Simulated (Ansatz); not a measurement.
# Does relaxation matter for the field gradients of ZnO with Eu replacing Zn?

Start: a supercell of ZnO (wurtzite type, P6_3mc) built from an entry of the Crystallography Open Database (COD), with all atoms left at the host's positions.

Space group P3m1 (No. 156); a = 6.4986, c = 10.4114 Å, γ = 120.00°.

| site | Wyckoff | site symmetry | x | y | z |
| --- | --- | --- | --- | --- | --- |
| Eu | 1a | 3m. | 0.0000 | 0.0000 | 0.2500 |
| Zn2 | 1a | 3m. | 0.0000 | 0.0000 | 0.7500 |
| Zn3 | 3d | .m. | 0.0000 | 0.5000 | 0.2500 |
| Zn4 | 3d | .m. | 0.0000 | 0.5000 | 0.7500 |
| Zn9 | 3d | .m. | 0.1667 | 0.8333 | 0.0000 |
| Zn10 | 3d | .m. | 0.1667 | 0.8333 | 0.5000 |
| Zn15 | 1c | 3m. | 0.6667 | 0.3333 | 0.0000 |
| Zn16 | 1c | 3m. | 0.6667 | 0.3333 | 0.5000 |
| O17 | 3d | .m. | 0.1667 | 0.8333 | 0.1895 |
| O18 | 3d | .m. | 0.1667 | 0.8333 | 0.6895 |
| O23 | 1c | 3m. | 0.6667 | 0.3333 | 0.1895 |
| O24 | 1c | 3m. | 0.6667 | 0.3333 | 0.6895 |
| O25 | 1a | 3m. | 0.0000 | 0.0000 | 0.4395 |
| O26 | 1a | 3m. | 0.0000 | 0.0000 | 0.9395 |
| O27 | 3d | .m. | 0.0000 | 0.5000 | 0.4395 |
| O28 | 3d | .m. | 0.0000 | 0.5000 | 0.9395 |

One atom of each set is listed.

The numbers come from a DFT calculation in Ansatz (PBE, plane waves and PAW, scalar-relativistic, collinear spin, 420 eV cutoff, Γ-centred 3×3×2 k-points, Fermi–Dirac smearing 0.01 eV). Start moments as typed (μB): 7 on each Eu, none on the rest.

The largest force at the start is 5.0 eV/Å. Relaxing the ions at fixed cell moves them by 0.333 Å at most (atom 25, O) and 0.104 Å rms.

| site | moved (Å) | first shell before | first shell after | V_zz before (10²¹ V/m²) | η before |
| --- | --- | --- | --- | --- | --- |
| Eu | 0.058 | 4 O at 1.97–1.98 Å | 4 O at 2.19–2.25 Å | 1.27 | 0.00 |
| Zn2 | 0.008 | 4 O at 1.97–1.98 Å | 4 O at 1.97–2.01 Å | 0.43 | 0.00 |
| Zn3 | 0.018 | 4 O at 1.97–1.98 Å | 4 O at 1.94–1.98 Å | 0.89 | 0.42 |
| Zn4 | 0.035 | 4 O at 1.97–1.98 Å | 4 O at 1.96 Å | 0.19 | 0.24 |
| Zn9 | 0.112 | 4 O at 1.97–1.98 Å | 4 O at 1.96–1.97 Å | 0.95 | 0.18 |
| Zn10 | 0.102 | 4 O at 1.97–1.98 Å | 4 O at 1.96–1.98 Å | 0.69 | 0.32 |
| Zn16 | 0.052 | 4 O at 1.97–1.98 Å | 4 O at 1.97–1.98 Å | -0.25 | 0.00 |
| O17 | 0.203 | 3 Zn at 1.97–1.98 Å, 1 Eu at 1.98 Å | 3 Zn at 1.94–1.97 Å, 1 Eu at 2.19 Å | -5.58 | 0.08 |
| O18 | 0.075 | 4 Zn at 1.97–1.98 Å | 4 Zn at 1.96–1.97 Å | -0.014 | 0.03 |
| O25 | 0.333 | 1 Eu at 1.97 Å, 3 Zn at 1.98 Å | 3 Zn at 1.96 Å, 1 Eu at 2.25 Å | -6.21 | 0.00 |
| O26 | 0.024 | 4 Zn at 1.97–1.98 Å | 4 Zn at 1.97–2.01 Å | 0.077 | 0.00 |
| O27 | 0.016 | 4 Zn at 1.97–1.98 Å | 4 Zn at 1.98 Å | 0.41 | 0.27 |
| O28 | 0.042 | 4 Zn at 1.97–1.98 Å | 4 Zn at 1.96 Å | -0.23 | 0.81 |

**Question.** What are V_zz and η after the relaxation?

**Answer.** 

```
site  V_zz after  η after  change of V_zz
  Eu       -3.56     0.00           -4.83
 Zn2        1.44     0.00           +1.01
 Zn3       -2.13     0.12               –
 Zn4       -0.58     0.81               –
 Zn9        1.77     0.72           +0.82
Zn10       -1.82     0.34               –
Zn16        0.39     0.00           +0.64
 O17       -6.76     0.07           -1.18
 O18       -1.38     0.06           -1.36
 O25       -7.01     0.00           -0.80
 O26       -0.81     0.00           -0.89
 O27        0.79     0.79               –
 O28       -0.97     0.42           -0.74
```

The largest change of V_zz along a kept axis is on Eu, from 1.27 to -3.56. Small gradients that grow severalfold: Zn2 (0.43 to 1.44), O18 (-0.014 to -1.38). In per cent, |V_zz| changes by +13 to +21 on O (all sites that start above 2). Where |V_zz| stays above 0.1 and the axes keep their order, η moves most on Zn9, from 0.18 to 0.72. On O28 V_xx and V_yy change places (or their axes turn by over 50°), so the two values of η hide a larger change. V_zz changes sign on Eu (same axis), Zn16 (same axis), O26 (same axis). On Zn3, Zn10, O27, Zn4 the largest principal value lies along another axis in the second run, so the two V_zz can't be compared directly. The table leaves out 3 of the 16 sites, with |V_zz| up to 0.74; their tensors move by 0.17 at most along any direction. The statements above cover all sites. The host's own positions weren't relaxed first, so part of the change far from the defect can be the host's relaxation.

The defect repeats with the cell of 32 atoms, so it feels its images: sites between two images don't show the values beside a lone defect, and zeros or small values of η there can come from the images' arrangement. O and Zn carry a gradient in the pure host already, so the values there aren't the defect's effect alone. The defect cell has no gap above 0.1 eV on its mesh, so the values can hang on the smearing and the k-mesh. Without spin–orbit coupling the gradients at and beside Eu can be off by some per cent, at some sites by more.
Before: The cell keeps the host's lattice, where the PBE pressure is 13 GPa. The neighbours have not yet relaxed around the defect (largest force 5.0 eV/Å), so the values at and beside it are those of a strained start, not of the defect in a real crystal.
After: The relaxation keeps the site symmetry 3m of the start, so the impurity can move only along its axis; a distortion that would localise the partly filled state isn't explored. The cell keeps the host's lattice, where the PBE pressure is 10 GPa.
